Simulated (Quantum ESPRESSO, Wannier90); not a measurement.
Tight-binding from DFT: TaN (P-62m)

```xyz
6
Lattice="5.2085 0.0000 0.0000 -2.6042 4.5107 0.0000 0.0000 0.0000 2.9148" Properties=species:S:1:pos:R:3 pbc="T T T"
Ta     0.0000     0.0000     0.0000
Ta     2.6042    -1.5036     1.4574
Ta    -2.6042     1.5036     1.4574
N      2.0438     0.0000     0.0000
N     -1.0219    -1.7700     0.0000
N     -1.0219     1.7700     0.0000
```

Structure: Materials Project mp-1279, symmetrised, not relaxed again. COD (Crystallography Open Database) has the formula in 5 space groups, this one among them (matched by group alone). Computed values, not measurements, from PBEsol: Quantum ESPRESSO (norm-conserving PseudoDojo potentials, cutoff 68 Ry, spinors with spin-orbit coupling) on a Γ-centred 4×4×6 mesh, then Wannier90. Density: 12×12×10 mesh, cold smearing 0.01 Ry.

A tight-binding model is made by disentanglement and projection with no localisation steps (num_iter = 0), so the 48 orbitals stay atom-like: hydrogen-like Ta: d; N: p, axes along x, y, z; frozen window up to 1.50 eV relative to the Fermi level. It follows pw.x to 18 meV rms for states up to 1.0 eV relative to the Fermi level. Matrix elements depend on this choice of orbitals and windows.

Question: What are the on-site energies relative to the Fermi level, and how fast do the hoppings decay?

Answer: 
```csv
atom,orbitals,energy (eV)
Ta1,dz2↑ dz2↓,0.05
Ta1,dxz↑ dxz↓ dyz↑ dyz↓,0.50
Ta1,dx2-y2↑ dx2-y2↓ dxy↑ dxy↓,1.36
Ta2,dz2↑ dz2↓,0.00
Ta2,dxz↑ dxz↓ dyz↑ dyz↓,2.38
Ta2,dx2-y2↑ dx2-y2↓ dxy↑ dxy↓,0.41
Ta3,dz2↑ dz2↓,0.00
Ta3,dxz↑ dxz↓ dyz↑ dyz↓,2.38
Ta3,dx2-y2↑ dx2-y2↓ dxy↑ dxy↓,0.41
N4,pz↑ pz↓,-3.98
N4,px↑ px↓,-3.84
N4,py↑ py↓,-3.82
N5,pz↑ pz↓,-3.98
N5,px↑ px↓ py↑ py↓,-3.83
N6,pz↑ pz↓,-3.98
N6,px↑ px↓ py↑ py↓,-3.83
```

| distance of the centres (Å) | largest modulus (eV) |
|---|---|
| 1–2 | 1.9 |
| 2–3 | 2.3 |
| 3–4 | 0.65 |
| 4–5 | 0.19 |
| 5–6 | 0.57 |
| 6–7 | 0.11 |
| 7–8 | 0.028 |
